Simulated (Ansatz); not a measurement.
Polymorphs of MnIr, each relaxed with DFT-r²SCAN in the program Ansatz with PAW potentials:

A: C2/m
a = 4.7047 Å, b = 2.7900 Å, c = 4.5020 Å, α = γ = 90.00°, β = 109.72°

```
atom  site  symmetry       x       y       z
----  ----  --------  ------  ------  ------
Mn      2d       2/m  0.0000  0.5000  0.5000
Ir      2a       2/m  0.0000  0.0000  0.0000
```

B: L1₀ or tetragonal B2 (P4/mmm)
a = 2.739 Å, b = 2.739 Å, c = 3.612 Å, α = 90.00°, β = 90.00°, γ = 90.00°

| atom | site | symmetry | x | y | z |
|---|---|---|---|---|---|
| Mn | 1a | 4/mmm | 0.0000 | 0.0000 | 0.0000 |
| Ir | 1d | 4/mmm | 0.5000 | 0.5000 | 0.5000 |

Question: Put the candidates in order of energy per atom at 0 K, lowest first, for r²SCAN.

Answer: B (+0 meV/atom), A (+123 meV/atom)

Spin orders computed, not proven ground states: A antiferromagnetic; B antiferromagnetic. Built on a structure type that need not be the filed one of that space group: B. Standing as an ambient phase not checked: A; B. Perhaps ordered models of mixed-site phases: A. All cells were relaxed under the symmetry of their starts (and spin orders); stability against distortions was not tested throughout. Cells of antiferromagnets are given as chemical subcells. Spin–orbit coupling is left out wherever it is not named.

Energies hold the estimated change up to a 700 eV cutoff; steps of a few meV lie near the error of the meshes.

Potentials: the later of the program's two PAW sets.
